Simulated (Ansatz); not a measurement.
**Calculated with Ansatz: HO$_{2}$, relaxation**

The input file (Ansatz 0.2.0, plane waves):

```yaml
crystal:
  lattice:
    - [1.120194, 1.940231, 0.0]
    - [-1.120194, 1.940231, 0.0]
    - [0.0, 0.0, 8.832171]
  atoms:
    - { symbol: H, position: [0.33333, 0.33334, 0.25] }
    - { symbol: H, position: [0.66666, 0.66667, 0.75] }
    - { symbol: O, position: [0.33333, 0.33334, 0.621] }
    - { symbol: O, position: [0.66666, 0.66667, 0.121] }
    - { symbol: O, position: [0.33333, 0.33334, 0.879] }
    - { symbol: O, position: [0.66667, 0.66667, 0.379] }
  symmetry: { tolerance: 0.0003 }
kpoints:
  mp_grid: { grid: [13, 13, 3], shift: [0, 0, 0] }
magnetization:
  spin_polarized: false
scf:
  occupations: { method: fermi_dirac }
  lower_state_search: "off"
hamiltonian:
  pseudopotentials: { kind: paw }
  xc: r2scan
basis:
  ecutwfc: 500
  fft_grid_basis: typed
relax:
  max_steps: 40
  cell: { p_target: 0.0 }
output:
  forces: true
  stress: true
  eigenvalues: true
  bader: true
  populations: true
  elf: true
  write_potential: true
  volumetric_format: npy
  dos:
    e_range: [-12, 8]
    de: 0.05
    projected: { site_lists: { H: [H], O: [O] } }
checkpoint:
  read: saved_state
```

The command:

```bash
ansatz run input.yaml --threads 2 --pin off --max-ram 3584MiB --backend cpu --events-out ev --progress --plain --runs-dir out
```

Origin of the cell: a known structure type with other elements, at an estimated volume, so it need not be a known compound.

The smearing width isn't typed, so it takes its default of 0.1 eV.

The saved state is a converged single point of the same cell.

Excerpt of the output:

```
Warning: the atoms were moved onto the symmetric positions of the space group found under crystal.symmetry.tolerance 3.0e-4 (fractional; no operation is sought that the atoms, as they stand i […]
Pseudopotentials: kind: paw
Pseudopotential: H, paw, valence charge 1, recommended cutoff 500 eV (meta_gga), H.paw.azcp
Pseudopotential: O, paw, valence charge 6, recommended cutoff 500 eV (meta_gga), O.paw.azcp
Functional definition: r2SCAN
  exchange = r2scan_x(k0 = k0, k1 = k1, a1 = a1)
  correlation = r2scan_c
Crystal: 6 atoms, lattice volume = 38.392 Å³
Basis set: ecut = 500 eV, 951 PW (Γ), exchange–correlation on 72×72×288 points (64 copies of the dense FFT grid, shifted against one another)
Bands: 19, of which v1, the nominal top of the filled ones, is band 13 counted from 1 (12 counted from 0)
Symmetry: 24 space group operations
[… 8 lines left out …]
Initial density: read from a saved state, or passed on in memory by an earlier SCF of this step, an earlier step, the calling program or the single point that the run made first
Functional: x = r2scan, c = r2scan; τ floored in thin density (d = 2e-4 eV/Å³)
SCF iter   1: F=-2284.723828 eV  HF=-2284.704152 eV  Δρ=4.92e-3  dr2=2.35e-3  dr2_τ=2.03e-2
SCF iter   2: F=-2284.724630 eV  HF=-2284.724351 eV  Δρ=2.15e-3  dr2=4.26e-4  dr2_τ=1.44e-4
SCF iter   3: F=-2284.724629 eV  HF=-2284.724683 eV  Δρ=4.94e-4  dr2=8.73e-5  dr2_τ=1.25e-5
SCF iter   4: F=-2284.724670 eV  HF=-2284.724665 eV  Δρ=1.22e-4  dr2=1.62e-6  dr2_τ=1.61e-6
SCF iter   5: F=-2284.724670 eV  HF=-2284.724669 eV  Δρ=6.46e-5  dr2=2.44e-7  dr2_τ=2.99e-7
SCF iter   6: F=-2284.724670 eV  HF=-2284.724670 eV  Δρ=1.66e-5  dr2=2.97e-8  dr2_τ=3.14e-9
relax step   1: F+E_penalty+E_count = -2284.724670 eV  Δ(F+E_penalty+E_count) = +0.000e0 eV  max|allowed force component| = 9.085e-1 eV/Å  Δτ_max = 0.0000 Å  P = -6.447 GPa  Ω = 38.392 Å³  (6 […]
relax step   2: F+E_penalty+E_count = -2284.911654 eV  Δ(F+E_penalty+E_count) = -1.870e-1 eV  max|allowed force component| = 5.400e-1 eV/Å  Δτ_max = 0.0643 Å  P = -1.438 GPa  Ω = 38.097 Å³  e […]
relax step   3: F+E_penalty+E_count = -2285.408241 eV  Δ(F+E_penalty+E_count) = -4.966e-1 eV  max|allowed force component| = 1.823e0 eV/Å  Δτ_max = 0.1276 Å  P = +3.053 GPa  Ω = 39.812 Å³  en […]
relax step   4: F+E_penalty+E_count = -2289.375617 eV  Δ(F+E_penalty+E_count) = -3.967e0 eV  max|allowed force component| = 3.766e0 eV/Å  Δτ_max = 0.1557 Å  P = +5.563 GPa  Ω = 41.767 Å³  ene […]
relax step   5: F+E_penalty+E_count = -2285.047161 eV  Δ(F+E_penalty+E_count) = +4.328e0 eV  max|allowed force component| = 2.503e1 eV/Å  Δτ_max = 0.1966 Å  P = +77.076 GPa  Ω = 43.349 Å³  en […]
relax step   6: F+E_penalty+E_count = -2290.042836 eV  Δ(F+E_penalty+E_count) = -6.672e-1 eV  max|allowed force component| = 2.736e0 eV/Å  Δτ_max = 0.0192 Å  P = +2.543 GPa  Ω = 43.137 Å³  en […]
relax step   7: F+E_penalty+E_count = -2290.506299 eV  Δ(F+E_penalty+E_count) = -4.635e-1 eV  max|allowed force component| = 1.479e-1 eV/Å  Δτ_max = 0.0371 Å  P = +6.621 GPa  Ω = 44.234 Å³  e […]
relax step   8: F+E_penalty+E_count = -2290.558775 eV  Δ(F+E_penalty+E_count) = -5.248e-2 eV  max|allowed force component| = 1.791e-1 eV/Å  Δτ_max = 0.0101 Å  P = +2.104 GPa  Ω = 46.356 Å³  e […]
relax step   9: F+E_penalty+E_count = -2290.570668 eV  Δ(F+E_penalty+E_count) = -1.189e-2 eV  max|allowed force component| = 2.978e-2 eV/Å  Δτ_max = 0.0134 Å  P = +0.158 GPa  Ω = 46.232 Å³  e […]
relax step  10: F+E_penalty+E_count = -2290.578411 eV  Δ(F+E_penalty+E_count) = -7.743e-3 eV  max|allowed force component| = 8.078e-2 eV/Å  Δτ_max = 0.0262 Å  P = -0.221 GPa  Ω = 44.921 Å³  e […]
relax step  11: F+E_penalty+E_count = -2290.579582 eV  Δ(F+E_penalty+E_count) = -1.171e-3 eV  max|allowed force component| = 1.045e-2 eV/Å  Δτ_max = 0.0071 Å  P = -0.039 GPa  Ω = 44.444 Å³  e […]
relax step  12: F+E_penalty+E_count = -2290.579603 eV  Δ(F+E_penalty+E_count) = -2.075e-5 eV  max|allowed force component| = 2.099e-4 eV/Å  Δτ_max = 0.0002 Å  P = -0.001 GPa  Ω = 44.426 Å³  e […]
relax step  13: F+E_penalty+E_count = -2290.605942 eV  Δ(F+E_penalty+E_count) = -2.634e-2 eV  max|allowed force component| = 5.746e-3 eV/Å  Δτ_max = 0.0000 Å  P = +1.034 GPa  Ω = 44.426 Å³  stress off target by 1.51e0 GPa […]
relax step  14: F+E_penalty+E_count = -2290.607550 eV  Δ(F+E_penalty+E_count) = -1.608e-3 eV  max|allowed force component| = 7.850e-3 eV/Å  Δτ_max = 0.0022 Å  P = +0.107 GPa  Ω = 44.930 Å³  e […]
relax step  15: F+E_penalty+E_count = -2290.607410 eV  Δ(F+E_penalty+E_count) = +1.407e-4 eV  max|allowed force component| = 3.276e-2 eV/Å  Δτ_max = 0.0023 Å  P = +0.104 GPa  Ω = 45.082 Å³  e […]
relax step  16: F+E_penalty+E_count = -2290.607447 eV  Δ(F+E_penalty+E_count) = -3.729e-5 eV  max|allowed force component| = 1.050e-3 eV/Å  Δτ_max = 0.0006 Å  P = +0.002 GPa  Ω = 45.075 Å³  e […]
relax step  17: F+E_penalty+E_count = -2290.607995 eV  Δ(F+E_penalty+E_count) = -5.477e-4 eV  max|allowed force component| = 8.996e-4 eV/Å  Δτ_max = 0.0000 Å  P = -0.016 GPa  Ω = 45.075 Å³  stress off target by 1.85e-2 GPa […]
SCF 17 converged in 5 iterations: F = -2290.607995 eV  dr2 = 1.94e-11
basis re-selected at this cell: Δ(F+E_penalty+E_count) = -5.477e-4 eV, ΔP = -0.018 GPa vs the last step (what re-selecting the basis moved, of the pressure what is left beyond the Pulay corre […]
SCF converged after 5 iterations
Free energy (F): -2290.607995 eV
Harris-Foulkes:  -2290.607995 eV  (|F-HF|=8.64e-12)
Internal energy: -2290.490551 eV  (E = F + TS)
E sigma→0 (E₀):  -2290.549273 eV
Entropy (-TS):   -0.117444 eV (-19.574 meV/atom)
Fermi energy:    3.295773 eV
--- Per-component energies (eV) ---
  E_band       = -167.216839
  E_kinetic    = 710.791888
  E_local      = -1600.977562  (includes V_loc(G=0)·N_el)
  E_nonlocal   = 193.258323
  E_hartree    = 540.318639
  E_xc         = -303.484780
  E_vxc        = -439.685824  (∫ρ·V_xc dr)
  E_paw        = -634.718946  (= ΣΔE_a)
  E_vpaw       = -140.959134  (= ΣTr[D̂ρ^β])
  E_aug_tail   = 0.003344  (compensation charges beyond the density's cutoff)
  E_vtau       = 29.714829  (kinetic-family band-sum trace: ∫τ·v_τ [+ j·A + Jᵃ·Aᵃ] dr)
  E_ewald      = -1195.553693
  E_core_change = -0.127764  (= ΣΔE_core)
  E_smearing   = -0.117444  (= −TS)
  Σ components = -2290.607995   (vs F -2290.607995, Δ=0.00e0)
--- Forces (eV/Å), atoms counted from 1 ---
  atom   1  H      0.000000     0.000000     0.000000
  atom   2  H      0.000000     0.000000     0.000000
  atom   3  O      0.000000     0.000000    -0.000900
  atom   4  O     -0.000000     0.000000    -0.000900
  atom   5  O      0.000000     0.000000     0.000900
  atom   6  O     -0.000000     0.000000     0.000900
  max |Σ_I F_I| component: 1.85e-17 eV/Å
--- Stress (GPa, compression-positive) ---
       -0.018495       0.000000       0.000000
        0.000000      -0.018495       0.000000
        0.000000       0.000000      -0.011317
  P = ⅓ Tr σ = -0.0161 GPa (-0.161 kbar)
--- Relaxed structure (15 steps of the walk, 14 accepted, 2 SCFs on fresh bases) ---
  F+E_penalty+E_count = -2290.607995 eV   max|allowed force component| = 8.996e-4 eV/Å   (the final SCF, on the basis selected at the relaxed cell)
  cell:  # Å, volume = 45.0751 Å³
    - [1.272043, 2.203243, 0.0]
    - [-1.272043, 2.203243, 0.0]
    - [0.0, 0.0, 8.041592]
  atoms:
    - { symbol: H, position: [0.333333, 0.333333, 0.250000] }
    - { symbol: H, position: [0.666667, 0.666667, 0.750000] }
    - { symbol: O, position: [0.333333, 0.333333, 0.663021] }
    - { symbol: O, position: [0.666667, 0.666667, 0.163021] }
    - { symbol: O, position: [0.333333, 0.333333, 0.836979] }
    - { symbol: O, position: [0.666667, 0.666667, 0.336979] }
--- Löwdin populations: 6 sites ---
  site symbol       q [e]
     0      H      0.5283
     1      H      0.5283
     2      O      6.1988
     3      O      6.1988
     4      O      6.1988
     5      O      6.1988
  spilling = 0.005698 (of n_electrons = 26.000000)
--- Bader charges: 6 sites ---
  site symbol  charge [e]  shift [e]
     0      H      0.6758     0.0038
     1      H      0.6758     0.0038
     2      O     -0.3379     0.0019
     3      O     -0.3379     0.0019
     4      O     -0.3379     0.0019
     5      O     -0.3379     0.0019
  estimated error of the sums over rays = 8.7e-5 e
```

Before:

Space group P6_3/mmc (No. 194); the run's cell has a = 2.240 Å, b = 2.240 Å, c = 8.832 Å, α = 90.00°, β = 90.00°, γ = 60.00°. Shortest distances: H–O 1.72 Å, H–H 2.24 Å, O–O 2.24 Å.

The relaxed structure.

Space group P6_3/mmc (No. 194); the run's cell has a = 2.544 Å, b = 2.544 Å, c = 8.042 Å, α = 90.00°, β = 90.00°, γ = 60.00°. Shortest distances: O–O 1.40 Å, H–O 1.63 Å, H–H 2.54 Å.

* Free energy lowered by: 980.6 meV/atom
* Volume change: 17.41 %
* Final pressure: -0.02 GPa
* Relaxation steps listed: 17
* Formation energy (elements under the same functional, gases as molecules, uncorrected): 0.879 eV/atom

Caveats: no dispersion correction, so spacings can come out too large where layers or molecules are weakly bound; no spin, though holes on the anions or broken bonds may carry moments; the relaxation held the start's symmetry, so the end may be a saddle point.

It ran for 66 s of wall time on 2 CPU thread(s) of a shared host, from a saved density.
